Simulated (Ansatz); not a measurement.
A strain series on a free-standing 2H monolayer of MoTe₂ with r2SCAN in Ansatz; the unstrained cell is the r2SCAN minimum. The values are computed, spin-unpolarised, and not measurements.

Input of the unstrained run:
```yaml
crystal:
  lattice:
    - [3.5613614929, 0.0, 0.0]
    - [-1.7806807464, 3.0842295249, 0.0]
    - [0.0, 0.0, 31.5341825584]
  atoms:
    - { symbol: Mo, position: [0.3333333333, 0.6666666667, 0.2854045759] }
    - { symbol: Te, position: [0.6666666667, 0.3333333333, 0.342137729] }
    - { symbol: Te, position: [0.6666666667, 0.3333333333, 0.2286714229] }
  periodic: [true, true, false]
kpoints:
  mp_grid: { grid: [12, 12, 1] }
  band_path:
    path: [[0.0, 0.0, 0.0], [0.5, 0.0, 0.0], [0.3333333333, 0.3333333333, 0.0]]
    npoints: 1
hamiltonian:
  xc: r2scan
scf:
  occupations: { method: fixed }
  n_extra_bands: 4
output:
  forces: true
  stress: true
  eigenvalues: true
```

Its main results, and the levels near the gap at the points of the path (eV from the Fermi energy, bands numbered from 0, names kept under strain):
```
Crystal: 3 atoms, lattice volume = 346.373 Å³
Basis set: ecut = 500 eV, 8911 PW (Γ)
Symmetry: 12 space group operations
Space group: P-6m2 (ITA 187)
k-points: 19 of 144 (time reversal used)
Free energy (F): -18958.091188 eV
Fermi energy:    -5.052577 eV
--- Forces (eV/Å), atoms counted from 1 ---
  atom   1  Mo      0.00000      0.00000      0.00000
  atom   2  Te      0.00000      0.00000      0.00041
  atom   3  Te      0.00000      0.00000    -0.00041
--- 2D stress c σ (N/m, compression-positive) ---
        0.001876       0.000000       0.000000
        0.000000       0.001876       0.000000
        0.000000       0.000000       0.000000
  P = ½ c Tr σ = 0.0019 N/m
```
```tsv
point	band_20	band_21	band_22	band_23	band_24	band_25
Γ	-1.011	-1.011	-0.408	3.159	3.159	3.471
M	-1.714	-0.758	-0.470	1.460	1.841	3.552
K	-3.062	-1.838	0.000	1.121	2.083	2.647
```

In-plane biaxial -4.0 %. The input changes in these blocks:
```yaml
crystal:
  lattice:
    - [3.4189070332, 0.0, 0.0]
    - [-1.7094535166, 2.960860344, 0.0]
    - [0.0, 0.0, 31.5341825584]
  atoms:
    - { symbol: Mo, position: [0.3333333333, 0.6666666667, 0.2854045759] }
    - { symbol: Te, position: [0.6666666667, 0.3333333333, 0.3438544639] }
    - { symbol: Te, position: [0.6666666667, 0.3333333333, 0.226954688] }
  periodic: [true, true, false]
kpoints:
  mp_grid: { grid: [12, 12, 1] }
  band_path:
    path:
      - [0.0, 0.0, 0.0]
      - [0.5, 0.0, 0.0]
      - [0.3333333333, 0.3333333333, 0.0]
      - [0.0, 0.5, 0.0]
      - [0.190104, 0.190104, 0.0]
    npoints: 1
```

```
Crystal: 3 atoms, lattice volume = 319.218 Å³
Basis set: ecut = 500 eV, 8143 PW (Γ)
Symmetry: 12 space group operations
Space group: P-6m2 (ITA 187)
k-points: 19 of 144 (time reversal used)
Free energy (F): -18957.962665 eV
Fermi energy:    -4.883963 eV
--- Forces (eV/Å), atoms counted from 1 ---
  atom   1  Mo      0.00000      0.00000      0.00000
  atom   2  Te      0.00000      0.00000      0.00225
  atom   3  Te      0.00000      0.00000    -0.00225
--- 2D stress c σ (N/m, compression-positive) ---
        5.085774       0.000000       0.000000
        0.000000       5.085774       0.000000
        0.000000       0.000000       0.000000
  P = ½ c Tr σ = 5.0858 N/m
```
```tsv
point	band_20	band_21	band_22	band_23	band_24	band_25
Γ	-0.862	-0.756	-0.756	3.630	3.630	3.911
M	-2.092	-0.915	-0.088	1.809	2.008	3.595
K	-3.129	-2.118	0.000	1.503	1.781	2.903
(0,1/2,0)	-2.092	-0.915	-0.088	1.809	2.008	3.595
(0.190,0.190,0)	-1.927	-1.213	-0.438	1.221	2.092	2.251
```

r2SCAN: the gap goes from 1.121 to 1.221 eV (+0.100 eV); it turns from direct (K) to indirect (K → Γ–K (0.57)).

Another run changes these blocks:
```yaml
crystal:
  lattice:
    - [3.5613614929, 0.0, 0.0]
    - [-1.7806807464, 2.9917026392, 0.0]
    - [0.0, 0.0, 31.5341825584]
  atoms:
    - { symbol: Mo, position: [0.3317781209, 0.6635562417, 0.2854045759] }
    - { symbol: Te, position: [0.6674442729, 0.3348885458, 0.3427536705] }
    - { symbol: Te, position: [0.6674442729, 0.3348885458, 0.2280554814] }
  periodic: [true, true, false]
kpoints:
  mp_grid: { grid: [12, 12, 1] }
  band_path:
    path:
      - [0.0, 0.0, 0.0]
      - [0.5, 0.0, 0.0]
      - [0.3333333333, 0.3333333333, 0.0]
      - [0.34375, 0.328125, 0.0]
      - [0.348958, 0.325521, 0.0]
    npoints: 1
```

```
Crystal: 3 atoms, lattice volume = 335.982 Å³
Basis set: ecut = 500 eV, 8571 PW (Γ)
Symmetry: 4 space group operations
Space group: Amm2 (ITA 38)
k-points: 43 of 144 (time reversal used)
Free energy (F): -18958.062480 eV
Fermi energy:    -4.978973 eV
--- Forces (eV/Å), atoms counted from 1 ---
  atom   1  Mo      0.00000    -0.00178      0.00000
  atom   2  Te      0.00000      0.00089    -0.00058
  atom   3  Te      0.00000      0.00089      0.00058
--- 2D stress c σ (N/m, compression-positive) ---
        0.698435       0.000000       0.000000
        0.000000       2.882779       0.000000
        0.000000       0.000000       0.000000
  P = ½ c Tr σ = 1.7906 N/m
```
```tsv
point	band_20	band_21	band_22	band_23	band_24	band_25
Γ	-1.028	-0.840	-0.580	3.207	3.416	3.459
M	-1.900	-0.872	-0.221	1.552	1.925	3.577
K	-3.145	-1.955	0.000	1.250	1.969	2.738
(0.344,0.328,0)	-3.145	-1.958	0.001	1.247	1.972	2.723
(0.349,0.326,0)	-3.145	-1.958	0.000	1.247	1.975	2.713
```

Q: Which strain is this, and what did it do?

A: Uniaxial -3.0 % along y, other directions held, atoms relaxed again. r2SCAN: the gap goes from 1.121 to 1.246 eV (+0.125 eV); the edges go from K to Γ–K (0.98).

In-plane biaxial -2.5 %. The input changes in these blocks:
```yaml
crystal:
  lattice:
    - [3.4723274556, 0.0, 0.0]
    - [-1.7361637278, 3.0071237868, 0.0]
    - [0.0, 0.0, 31.5341825584]
  atoms:
    - { symbol: Mo, position: [0.3333333333, 0.6666666667, 0.2854045759] }
    - { symbol: Te, position: [0.6666666667, 0.3333333333, 0.3431823707] }
    - { symbol: Te, position: [0.6666666667, 0.3333333333, 0.2276267811] }
  periodic: [true, true, false]
kpoints:
  mp_grid: { grid: [12, 12, 1] }
  band_path:
    path:
      - [0.0, 0.0, 0.0]
      - [0.5, 0.0, 0.0]
      - [0.3333333333, 0.3333333333, 0.0]
      - [0.190104, 0.190104, 0.0]
    npoints: 1
```

```
Crystal: 3 atoms, lattice volume = 329.271 Å³
Basis set: ecut = 500 eV, 8395 PW (Γ)
Symmetry: 12 space group operations
Space group: P-6m2 (ITA 187)
k-points: 19 of 144 (time reversal used)
Free energy (F): -18958.042441 eV
Fermi energy:    -4.942143 eV
--- Forces (eV/Å), atoms counted from 1 ---
  atom   1  Mo      0.00000      0.00000      0.00000
  atom   2  Te      0.00000      0.00000      0.00356
  atom   3  Te      0.00000      0.00000    -0.00356
--- 2D stress c σ (N/m, compression-positive) ---
        2.993446       0.000000       0.000000
        0.000000       2.993446       0.000000
        0.000000       0.000000       0.000000
  P = ½ c Tr σ = 2.9934 N/m
```
```tsv
point	band_20	band_21	band_22	band_23	band_24	band_25
Γ	-0.870	-0.870	-0.689	3.430	3.430	3.724
M	-1.955	-0.864	-0.244	1.659	1.961	3.582
K	-3.141	-2.022	0.000	1.350	1.897	2.806
(0.190,0.190,0)	-1.906	-1.161	-0.501	1.292	1.983	2.234
```

r2SCAN: the gap goes from 1.121 to 1.292 eV (+0.171 eV); it turns from direct (K) to indirect (K → Γ–K (0.57)).

In-plane biaxial -3.0 %. The input changes in these blocks:
```yaml
crystal:
  lattice:
    - [3.4545206481, 0.0, 0.0]
    - [-1.727260324, 2.9917026392, 0.0]
    - [0.0, 0.0, 31.5341825584]
  atoms:
    - { symbol: Mo, position: [0.3333333333, 0.6666666667, 0.2854045759] }
    - { symbol: Te, position: [0.6666666667, 0.3333333333, 0.3434055436] }
    - { symbol: Te, position: [0.6666666667, 0.3333333333, 0.2274036083] }
  periodic: [true, true, false]
kpoints:
  mp_grid: { grid: [12, 12, 1] }
  band_path:
    path:
      - [0.0, 0.0, 0.0]
      - [0.5, 0.0, 0.0]
      - [0.3333333333, 0.3333333333, 0.0]
      - [0.190104, 0.190104, 0.0]
    npoints: 1
```

```
Crystal: 3 atoms, lattice volume = 325.903 Å³
Basis set: ecut = 500 eV, 8323 PW (Γ)
Symmetry: 12 space group operations
Space group: P-6m2 (ITA 187)
k-points: 19 of 144 (time reversal used)
Free energy (F): -18958.020316 eV
Fermi energy:    -4.921800 eV
--- Forces (eV/Å), atoms counted from 1 ---
  atom   1  Mo      0.00000      0.00000      0.00000
  atom   2  Te      0.00000      0.00000      0.00217
  atom   3  Te      0.00000      0.00000    -0.00217
--- 2D stress c σ (N/m, compression-positive) ---
        3.660536       0.000000       0.000000
        0.000000       3.660536       0.000000
        0.000000       0.000000       0.000000
  P = ½ c Tr σ = 3.6605 N/m
```
```tsv
point	band_20	band_21	band_22	band_23	band_24	band_25
Γ	-0.835	-0.835	-0.746	3.493	3.493	3.783
M	-2.002	-0.882	-0.194	1.706	1.979	3.586
K	-3.138	-2.055	0.000	1.400	1.858	2.838
(0.190,0.190,0)	-1.913	-1.180	-0.482	1.268	2.017	2.239
```

r2SCAN: the gap goes from 1.121 to 1.268 eV (+0.147 eV); it turns from direct (K) to indirect (K → Γ–K (0.57)).

Spin-orbit coupling is left out, which matters wherever the heavy atoms make up the band edges.
